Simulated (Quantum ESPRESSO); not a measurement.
InMg2TaMo3Ti, input and log of a self-consistent run

Computed values, not a measurement. The program is pw.x of Quantum ESPRESSO 7.5 (plane-wave density functional theory). The cell is made up: eight metal atoms on a face-centred cubic lattice, with elements, volume, strain and displacements drawn at random and not relaxed, so it may be unstable or far from any real phase. PseudoDojo standard norm-conserving files set the functional (PBE unless stated); there is no spin polarisation or spin-orbit coupling, the Fermi-Dirac width of 0.25 eV means electrons at about 2900 K, and the masses in the input are unused placeholders. Heavy elements are run without spin-orbit coupling, which real alloys of them have. A spin test at this wide smearing found no moment, but such smearing suppresses magnetism that the real alloy may have.

Input:

```
&control calculation='scf', pseudo_dir='./dojo.nc.sr.pbe.v0_5.standard.upf', outdir='./o', disk_io='minimal', tprnfor=.true., tstress=.true. /
&system ibrav=0, nat=8, ntyp=5, nbnd=64, ecutwfc=84.00895049, nosym=.true., tot_charge=0,
 occupations='smearing', smearing='fd', degauss=0.0183746611
/
&electrons conv_thr=1.470e-08, electron_maxstep=70, mixing_beta=0.5 /
ATOMIC_SPECIES
In 1.0 In.upf
Mg 1.0 Mg.upf
Mo 1.0 Mo.upf
Ta 1.0 Ta.upf
Ti 1.0 Ti.upf
CELL_PARAMETERS angstrom
-4.1529 0.0 0.0
0.0 -4.1529 4.1529
0.0 6.2294 2.0765
ATOMIC_POSITIONS angstrom
In -0.0366 0.0009 -0.0543
Mg -0.0053 2.099 2.0843
Ta -0.0003 -2.0755 2.0575
Mo -0.019 0.0541 4.1779
Ti -2.0579 4.1293 2.0322
Mg -2.0518 0.0079 2.0629
Mo -2.0755 2.0313 4.1872
Mo -2.1317 -2.0528 4.1347
K_POINTS automatic
6 5 4 1 1 1
```

The log is shortened where brackets say so; the opening notice, blank lines, dates and the lines on written files are dropped, and the path of the files is cut. It prints rydbergs, bohrs and kilobars, and counts compression as positive stress. Its total energy is the free energy E - TS of the whole cell.

```
     Program PWSCF v.7.5
     Parallel version (MPI & OpenMP), running on       4 processor cores
     Number of MPI processes:                 4
     Threads/MPI process:                     1
     [start-up lines left out]
     bravais-lattice index     =            0
     lattice parameter (alat)  =       7.8478  a.u.
     unit-cell volume          =     966.6878 (a.u.)^3
     number of atoms/cell      =            8
     number of atomic types    =            5
     number of electrons       =       100.00
     number of Kohn-Sham states=           64
     kinetic-energy cutoff     =      84.0090  Ry
     charge density cutoff     =     336.0358  Ry
     scf convergence threshold =      1.5E-08
     mixing beta               =       0.5000
     number of iterations used =            8  plain     mixing
     Exchange-correlation= PBE
                           (   1   4   3   4   0   0   0)
     [axes and pseudopotential details left out]
   Cartesian axes
     site n.     atom                  positions (alat units)
         1        In     tau(   1) = (  -0.0088131   0.0002167  -0.0130752  )
         2        Mg     tau(   2) = (  -0.0012762   0.5054299   0.5018902  )
         3        Ta     tau(   3) = (  -0.0000722  -0.4997712   0.4954369  )
         4        Mo     tau(   4) = (  -0.0045751   0.0130270   1.0060199  )
         5        Ti     tau(   5) = (  -0.4955332   0.9943172   0.4893448  )
         6        Mg     tau(   6) = (  -0.4940644   0.0019023   0.4967372  )
         7        Mo     tau(   7) = (  -0.4997712   0.4891281   1.0082593  )
         8        Mo     tau(   8) = (  -0.5133040  -0.4943052   0.9956175  )
     number of k points=    60  Fermi-Dirac smearing, width (Ry)=  0.0184
                       cart. coord. in units 2pi/alat
        k(    1) = (  -0.0833333   0.0374989   0.1374989), wk =   0.0333333
        k(    2) = (  -0.0833333   0.1624974   0.2624974), wk =   0.0333333
     [further k points left out]
     Dense  grid:   100593 G-vectors     FFT dimensions: (  45,  72,  75)
     Estimated max dynamical RAM per process >     361.31 MB
     Estimated total dynamical RAM >       1.34 GB
     Initial potential from superposition of free atoms
     starting charge      99.9877, renormalised to     100.0000
     Starting wfcs are   69 randomized atomic wfcs
     total cpu time spent up to now is        5.8 secs
     per-process dynamical memory:   283.6 Mb
     Self-consistent Calculation
     iteration #  1     ecut=    84.01 Ry     beta= 0.50
     Davidson diagonalization with overlap
     ethr =  1.00E-02,  avg # of iterations =  3.3
     total cpu time spent up to now is       18.9 secs
     total energy              =   -1039.66915580 Ry
     estimated scf accuracy    <       2.23377577 Ry
     iteration #  2     ecut=    84.01 Ry     beta= 0.50
     Davidson diagonalization with overlap
     ethr =  2.23E-03,  avg # of iterations =  5.9
     total cpu time spent up to now is       35.4 secs
     total energy              =   -1039.62573004 Ry
     estimated scf accuracy    <      18.74149151 Ry
     iteration #  3     ecut=    84.01 Ry     beta= 0.50
     Davidson diagonalization with overlap
     ethr =  2.23E-03,  avg # of iterations =  4.7
     total cpu time spent up to now is       48.8 secs
     total energy              =   -1040.80942913 Ry
     estimated scf accuracy    <       2.69540728 Ry
     iteration #  4     ecut=    84.01 Ry     beta= 0.50
     Davidson diagonalization with overlap
     ethr =  2.23E-03,  avg # of iterations =  2.0
     total cpu time spent up to now is       59.6 secs
     total energy              =   -1040.89911264 Ry
     estimated scf accuracy    <       0.84289796 Ry
     iteration #  5     ecut=    84.01 Ry     beta= 0.50
     Davidson diagonalization with overlap
     ethr =  8.43E-04,  avg # of iterations =  6.3
     total cpu time spent up to now is       73.5 secs
     total energy              =   -1040.90847582 Ry
     estimated scf accuracy    <       0.23548174 Ry
     [iterations 6 to 12 left out]
     iteration # 13     ecut=    84.01 Ry     beta= 0.50
     Davidson diagonalization with overlap
     ethr =  3.05E-09,  avg # of iterations =  5.0
     total cpu time spent up to now is      173.2 secs
     total energy              =   -1040.94180693 Ry
     estimated scf accuracy    <       0.00000017 Ry
     iteration # 14     ecut=    84.01 Ry     beta= 0.50
     Davidson diagonalization with overlap
     ethr =  1.74E-10,  avg # of iterations =  3.0
     total cpu time spent up to now is      186.0 secs
     total energy              =   -1040.94180695 Ry
     estimated scf accuracy    <       0.00000010 Ry
     iteration # 15     ecut=    84.01 Ry     beta= 0.50
     Davidson diagonalization with overlap
     ethr =  9.77E-11,  avg # of iterations =  2.0
     total cpu time spent up to now is      197.2 secs
     total energy              =   -1040.94180696 Ry
     estimated scf accuracy    <       0.00000007 Ry
     iteration # 16     ecut=    84.01 Ry     beta= 0.50
     Davidson diagonalization with overlap
     ethr =  7.46E-11,  avg # of iterations =  1.1
     total cpu time spent up to now is      207.4 secs
     total energy              =   -1040.94180696 Ry
     estimated scf accuracy    <       0.00000002 Ry
     iteration # 17     ecut=    84.01 Ry     beta= 0.50
     Davidson diagonalization with overlap
     ethr =  1.64E-11,  avg # of iterations =  2.0
     total cpu time spent up to now is      218.6 secs
     End of self-consistent calculation
     [lines on levels left out]
!    total energy              =   -1040.94180696 Ry
     estimated scf accuracy    <          4.2E-09 Ry
     smearing contrib. (-TS)   =      -0.12383476 Ry
     internal energy E=F+TS    =   -1040.81797221 Ry
     The total energy is F=E-TS. E is the sum of the following terms:
     one-electron contribution =    -332.45411054 Ry
     hartree contribution      =     206.04714973 Ry
     xc contribution           =    -180.66549594 Ry
     ewald contribution        =    -733.74551546 Ry
     convergence has been achieved in  17 iterations
     Forces acting on atoms (cartesian axes, Ry/au):
     atom    1 type  1   force =     0.01118049    0.00101680    0.01961762
     atom    2 type  2   force =     0.00078665   -0.00690756   -0.00658627
     atom    3 type  4   force =    -0.00090301   -0.01608509    0.04503472
     atom    4 type  3   force =     0.00404493   -0.01729910    0.00351252
     atom    5 type  5   force =    -0.00878754   -0.00747702   -0.00925402
     atom    6 type  2   force =    -0.00935527    0.00639889    0.01643292
     atom    7 type  3   force =    -0.00546050    0.01282761   -0.02416389
     atom    8 type  3   force =     0.00849424    0.02752549   -0.04459360
     Total force =     0.086210     Total SCF correction =     0.000264
     Computing stress (Cartesian axis) and pressure
          total   stress  (Ry/bohr**3)                   (kbar)     P=      -15.75
  -0.00024969   0.00002217   0.00000751          -36.73        3.26        1.11
   0.00002217  -0.00016294  -0.00008393            3.26      -23.97      -12.35
   0.00000751  -0.00008393   0.00009144            1.11      -12.35       13.45
     init_run     :      5.48s CPU      5.71s WALL (       1 calls)
     electrons    :    210.98s CPU    212.79s WALL (       1 calls)
     forces       :      1.63s CPU      1.64s WALL (       1 calls)
     stress       :      5.72s CPU      5.72s WALL (       1 calls)
     [timing details left out]
     PWSCF        :   3m43.93s CPU   3m46.00s WALL
     JOB DONE.
```

In other units: free energy -14162.735 eV for the cell, pressure -1.57 GPa, largest force component 1.158 eV/Å in size. The run took 228 s of wall time with four MPI processes on a shared machine (Intel Xeon, 2023 or later, virtual cores), so the time is rough. A rerun of this cell at a higher cutoff and on a denser mesh moved values by no more than 0.003 eV in energy, 0.02 GPa in stress and 0.013 eV/Å in force, and a second program with other atomic files agreed on that cell to 2 % rms in force and 0.5 GPa in pressure.